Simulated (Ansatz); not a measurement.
Given:

Bi₂Pd:
```yaml
crystal:
  lattice:
    - [-1.68037, 1.68037, 6.40623]
    - [1.68037, -1.68037, 6.40623]
    - [1.68037, 1.68037, -6.40623]
  atoms:
    - { symbol: Pd, position: [0.00000, 0.00000, 0.00000] }
    - { symbol: Bi, position: [0.36336, 0.36336, 0.00000] }
    - { symbol: Bi, position: [0.63664, 0.63664, 0.00000] }
```

This is the PBEsol-relaxed structure.

### Question
All from plane-wave PAW PBEsol (Ansatz code), unless another level is named. Predict the density of states at the Fermi level.

### Answer
0.43 states/eV per atom (mean over ±0.08 eV).

### Question
Predict the formation energy from the elements (no fitted shifts).

### Answer
-0.23 eV/atom.

### Question
And the gap with spin–orbit coupling?

### Answer
none (metallic).

Space group I4/mmm (MoSi2 or CaC2 type). The workflow started from an entry of the Crystallography Open Database (COD), which files this formula under 2 space groups. Its standing as an ambient phase is unchecked. The cell was relaxed with PBEsol under the symmetry of its start; of distortions, only those at the zone centre were tested. No spin polarisation was allowed. The references are the lowest solids computed at this level, not always the standard phases. Spin–orbit coupling is left out wherever it is not named.

Potentials: the later of the program's two PAW sets.
